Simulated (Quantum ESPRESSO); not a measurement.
# GaIn2AlP4: a curve over one atom's position

Computed values, not a measurement. The program is pw.x of Quantum ESPRESSO 7.5 (plane-wave density functional theory). The cell is made up: 8 atoms on a zincblende/diamond lattice, with randomly drawn elements, strain and displacements, not relaxed. PseudoDojo standard norm-conserving files (v0.5 for PBE, v0.4.1 for LDA and PBEsol) set the functional; there is no spin polarisation, spin-orbit coupling or dispersion term, and the masses in the input are unused placeholders.

Seven runs move atom 7 (P, counted in the order of the input) along x and keep all else fixed.

Input of the run at +0.0207:

```
&control calculation='scf', pseudo_dir='./dojo.nc.sr.pbe.v0_5.standard.upf', outdir='./o', disk_io='medium', tprnfor=.true., tstress=.true. /
&system ibrav=0, nat=8, ntyp=4, nbnd=37, ecutwfc=79.96652505, nosym=.true., tot_charge=0,
 occupations='smearing', smearing='fd', degauss=0.0018374661
/
&electrons conv_thr=7.350e-09, electron_maxstep=60, /
ATOMIC_SPECIES
Al 1.0 Al.upf
Ga 1.0 Ga.upf
In 1.0 In.upf
P 1.0 P.upf
CELL_PARAMETERS angstrom
5.7637 -0.0 -0.0694
-0.0 5.6757 0.0335
-0.0694 0.0335 5.5552
ATOMIC_POSITIONS angstrom
Ga -0.0579 -0.0236 -0.0293
In -0.0812 2.8318 2.6478
In 2.8101 0.0581 2.69
Al 2.9734 2.8224 -0.1516
P 1.4939 1.3764 1.3774
P 1.3715 4.3538 4.1609
P 4.2928 1.4403 4.1185
P 4.3603 4.2484 1.3571
K_POINTS automatic
4 4 4 1 1 1
```

| shift of atom 7 along x (Å) | free energy less that of the input shown (eV) | Fx on atom 7 (eV/Å) | Fy on atom 7 (eV/Å) | Fz on atom 7 (eV/Å) | pressure (GPa) | iterations |
| --- | --- | --- | --- | --- | --- | --- |
| -0.1278 | 0.1455 | 1.837 | 0.191 | 0.809 | 4.93 | 10 |
| -0.0852 | 0.0776 | 1.347 | 0.158 | 0.795 | 4.79 | 10 |
| -0.0244 | 0.0171 | 0.642 | 0.114 | 0.784 | 4.66 | 10 |
| +0.0207 | 0.0000 | 0.117 | 0.083 | 0.781 | 4.60 | 10 |
| +0.0350 | -0.0005 | -0.049 | 0.074 | 0.781 | 4.59 | 10 |
| +0.0473 | 0.0010 | -0.191 | 0.066 | 0.781 | 4.58 | 10 |
| +0.1110 | 0.0365 | -0.922 | 0.028 | 0.788 | 4.59 | 10 |

A cubic fit gives dFx/dx = -11.63 eV/Å² at zero shift. Across the table the free energy follows the integral of the force to within 0.1 meV. A rerun of one of the cells at 1377 eV and a 6 x 6 x 6 mesh moved values by no more than 0.008 eV in energy, 0.02 GPa in stress and 0.002 eV/Å in force.